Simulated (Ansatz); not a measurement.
# AlGa₃As₄: relaxed-ion elastic tensor

These are results of DFT PBE, scalar-relativistic, plane waves, PAW in Ansatz, not measurements. Plane waves to 420 eV; Γ-centred k mesh 10×10×10; fixed occupations. No spin polarisation.

Equilibrium structure at this level:
```yaml
crystal:
  lattice:
    - [-2.87078, 2.87078, 5.74157]
    - [2.87078, -2.87078, 5.74157]
    - [2.87078, 2.87078, -5.74157]
  atoms:
    - { symbol: Al, position: [0.50000, 0.50000, 0.00000] }
    - { symbol: Ga, position: [0.00000, 0.00000, 0.00000] }
    - { symbol: Ga, position: [0.25000, 0.75000, 0.50000] }
    - { symbol: Ga, position: [0.75000, 0.25000, 0.50000] }
    - { symbol: As, position: [0.87407, 0.87407, 0.49885] }
    - { symbol: As, position: [0.37523, 0.37523, 0.50115] }
    - { symbol: As, position: [0.12593, 0.62477, 0.00000] }
    - { symbol: As, position: [0.62477, 0.12593, 0.00000] }
```

The cell was found from a structure generator's guess, not taken from experiment.

Problem. Give the relaxed-ion elastic constants (GPa, Voigt order xx yy zz yz xz xy, on the Cartesian axes of the cell above).

Solution.
```
100.4  43.4  43.4   0.0   0.0   0.0
 43.4 100.4  43.4   0.0   0.0   0.0
 43.4  43.4 100.4   0.0   0.0   0.0
  0.0   0.0   0.0  51.2   0.0   0.0
  0.0   0.0   0.0   0.0  51.2   0.0
  0.0   0.0   0.0   0.0   0.0  51.2
```

Problem. Is the crystal stable against homogeneous strain?

Solution. Yes: the least eigenvalue of the tensor is 51.2 GPa.

Problem. And the moduli of a polycrystal (Hill averages)?

Solution. B = 62 GPa, G = 40 GPa, E = 100 GPa, ν = 0.23.
